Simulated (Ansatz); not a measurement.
An Ansatz (a program for electronic structure) run. Input:

Ansatz 0.2 input:
```yaml
crystal:
  lattice:
    - [3.9136288464, 0.0, 0.0]
    - [0.0, 3.9136288464, 0.0]
    - [0.0, 0.0, 4.0879554846]
  atoms:
    - { symbol: La, position: [0.5, 0.5, 0.3021082392] }
    - { symbol: W, position: [0.0, 0.0, 0.7826477072] }
    - { symbol: N, position: [0.0, 0.5, 0.7108446339] }
    - { symbol: N, position: [0.5, 0.0, 0.7108446339] }
    - { symbol: N, position: [0.0, 0.0, 0.2298247859] }
kpoints:
  mp_grid: { grid: [11, 11, 10] }
hamiltonian:
  xc: lda
  pseudopotentials: { kind: paw }
scf:
  occupations: { method: fermi_dirac, width: 0.1 }
phonons:
  method: dfpt
  response_accuracy: low
  eigenvectors: true
  rigid_motions: translations
```

Output (shortened):

```
Pseudopotential: La, paw, valence charge 11
Pseudopotential: W, paw, valence charge 14
Pseudopotential: N, paw, valence charge 5
Functional definition: SPW92
Crystal: 5 atoms, lattice volume = 62.613 Å³
Basis set: ecut = 420 eV, 1229 PW (Γ), exchange–correlation on 54×54×60 points (8 copies of the dense FFT grid, shifted against one another)
Bands: 25, of which v1, the nominal top of the filled ones, is band 20 counted from 1 (19 counted from 0)
Symmetry: 8 space group operations
k-points: 216 of 1210 (irreducible under 4 space group operations, time reversal used)
SCF iter   1: F=—  HF=-17333.375279 eV  |F-HF|=—  |Δ(HF+E_count)|=         —  Δρ=9.93e-3  dr2=6.10e-2  ethr=1.77e-3  ⟨swp⟩=4.0  Hψ=21655  notcnv=0
preconditioner: auto → Kerker (q_TF=auto, 2.532 Å⁻¹)
SCF iter   2: F=—  HF=-17333.364393 eV  |F-HF|=—  |Δ(HF+E_count)|=   1.09e-2  Δρ=3.88e-3  dr2=4.22e-3  ethr=1.52e-4  ⟨swp⟩=2.0  Hψ=10469  notcnv=0  defer=1
SCF iter   3: F=—  HF=-17333.363733 eV  |F-HF|=—  |Δ(HF+E_count)|=   6.61e-4  Δρ=2.09e-3  dr2=1.74e-3  ethr=1.05e-5  ⟨swp⟩=2.5  Hψ=9006  notcnv=0  defer=1
SCF iter   4: F=—  HF=-17333.363348 eV  |F-HF|=—  |Δ(HF+E_count)|=   3.85e-4  Δρ=3.07e-4  dr2=1.01e-4  ethr=4.35e-6  ⟨swp⟩=2.5  Hψ=9758  notcnv=0  defer=1
SCF iter   5: F=—  HF=-17333.363335 eV  |F-HF|=—  |Δ(HF+E_count)|=   1.36e-5  Δρ=2.47e-4  dr2=3.91e-5  ethr=2.53e-7  ⟨swp⟩=2.0  Hψ=7808  notcnv=0  defer=1
SCF iter   6: F=—  HF=-17333.363327 eV  |F-HF|=—  |Δ(HF+E_count)|=   7.21e-6  Δρ=4.16e-5  dr2=1.41e-6  ethr=9.78e-8  ⟨swp⟩=2.0  Hψ=7844  notcnv=0  defer=1
SCF iter   7: F=—  HF=-17333.363326 eV  |F-HF|=—  |Δ(HF+E_count)|=   8.39e-7  Δρ=1.03e-5  dr2=8.81e-8  ethr=3.51e-9  ⟨swp⟩=2.0  Hψ=8420  notcnv=0  defer=1
SCF iter   8: F=—  HF=-17333.363326 eV  |F-HF|=—  |Δ(HF+E_count)|=   1.88e-8  Δρ=2.65e-6  dr2=6.65e-9  ethr=2.20e-10  ⟨swp⟩=2.3  Hψ=9627  notcnv=0  defer=1
SCF iter  11: F=-17333.363326 eV  HF=-17333.363326 eV  |F-HF|=7.28e-12  |Δ(HF+E_count)|=  7.28e-12  Δρ=6.40e-8  dr2=3.83e-12  ethr=1.00e-12  ⟨swp⟩=6.3  Hψ=26410  notcnv=0
SCF 1 converged in 11 iterations: F = -17333.363326 eV  dr2 = 3.83e-12
DFPT response loops at Γ: preconditioner auto → Kerker (q_TF=auto, 2.532 Å⁻¹) (partly filled bands, converged f_vac=0.000) …
SCF converged after 11 iterations
Free energy (F): -17333.363326 eV
Harris-Foulkes:  -17333.363326 eV  (|F-HF|=7.28e-12)
Internal energy: -17333.346406 eV  (E = F + TS)
E sigma→0 (E₀):  -17333.354866 eV
Entropy (-TS):   -0.016920 eV (-3.384 meV/atom)
Fermi energy:    14.660600 eV
--- Per-component energies (eV) ---
  E_band       = -92.398487
  E_kinetic    = 1035.794038
  E_local      = -1681.990406  (includes V_loc(G=0)·N_el)
  E_nonlocal   = 246.252776
  E_hartree    = 590.518662
  E_xc         = -583.248383
  E_vxc        = -616.112614  (∫ρ·V_xc dr)
  E_paw        = -13907.794934  (= ΣΔE_a)
  E_vpaw       = -257.379788  (= ΣTr[D̂ρ^β])
  E_aug_tail   = 0.000200  (compensation charges beyond the density's cutoff)
  E_ewald      = -3033.724361
  E_core_change = 0.846001  (= ΣΔE_core)
  E_smearing   = -0.016920  (= −TS)
  E_closure    = 0.000000  (closes the sum)
  Σ components = -17333.363326   (vs F -17333.363326, Δ=0.00e0)
  [band-id]    e_kinetic+e_local+e_nonlocal+2·e_hartree+e_vxc+e_vpaw+e_augmentation_tail = -92.398469   (vs E_band -92.398487, Δ=1.75e-5)
--- Band table (eV; the first three rows and the last of 216) ---
  k-point 0: bands = ["-59.8613", "-24.2482", "-24.1759", "-24.1759", "-16.8753", "-1.2195", "-0.4832", "-0.4832", "-0.0768", "0.8833", "1.2788", "11.1229", "11.1229", "11.3112", "12.2223", "12.2223", "12.3737", "13.5512", "13.5512", "13.8656", "13.9862", …
  k-point 1: bands = ["-59.8613", "-24.2504", "-24.1757", "-24.1757", "-16.8711", "-1.4078", "-0.4787", "-0.4787", "0.1134", "0.8910", "1.3896", "11.0225", "11.0225", "11.0483", "12.0972", "12.0972", "12.2356", "13.6711", "13.6889", "13.6889", "13.8835", …
  k-point 2: bands = ["-59.8613", "-24.2560", "-24.1752", "-24.1752", "-16.8601", "-1.7641", "-0.4670", "-0.4670", "0.5128", "0.9113", "1.6580", "10.3337", "10.7946", "10.7946", "11.8312", "11.8312", "11.9151", "13.0782", "13.9312", "13.9401", "13.9401", …
  k-point 215: bands = ["-59.8608", "-24.2633", "-24.2068", "-24.2068", "-16.7343", "-1.3210", "-1.2937", "-0.9965", "1.8003", "2.1368", "2.1595", "7.9161", "8.6957", "8.9782", "9.7525", "9.9955", "10.0279", "14.4291", "14.4374", "14.5460", "17.6152", …
--- Phonons (Γ-DFPT): 9 representative perturbations + reference, on 216 of 1210 k-points (Σ response iterations 27) ---
  ASR residual: 1.387e-4 → 0.000e0 eV/Å²; symmetrization residual: 2.339e-5 eV/Å²
  ASR residual per site (eV/Å²): 1.87e-5 1.39e-4 5.57e-5 5.57e-5 3.53e-5
  Γ frequencies (cm⁻¹): -16.71 -16.71 0.00 0.00 0.00 124.41 124.41 126.04 272.57 272.57 287.62 341.78 682.24 682.24 764.32
  non-analytic LO–TO correction: not included (Born effective charges unavailable; polar crystals: no LO–TO splitting at Γ)
```

Cost: about 4 core-minutes (a rough figure) on shared cores.

Space group P4mm. The workflow started from a Materials Project entry (that database holds measured and hypothetical structures alike); the Crystallography Open Database copy checked does not list it. Its standing as an ambient phase is unchecked. The LDA relaxation kept the symmetry of its start; phonons show weakly imaginary modes. The run is not spin-polarised. As this level gives no gap, phonon frequencies hold no LO–TO term and depend on the k-mesh and smearing (Fermi–Dirac, 0.1 eV here). Scalar-relativistic: spin–orbit coupling is off unless named, which matters more the heavier the elements.

Potentials: the later of the program's two PAW sets.

Ansatz is a plane-wave DFT program.
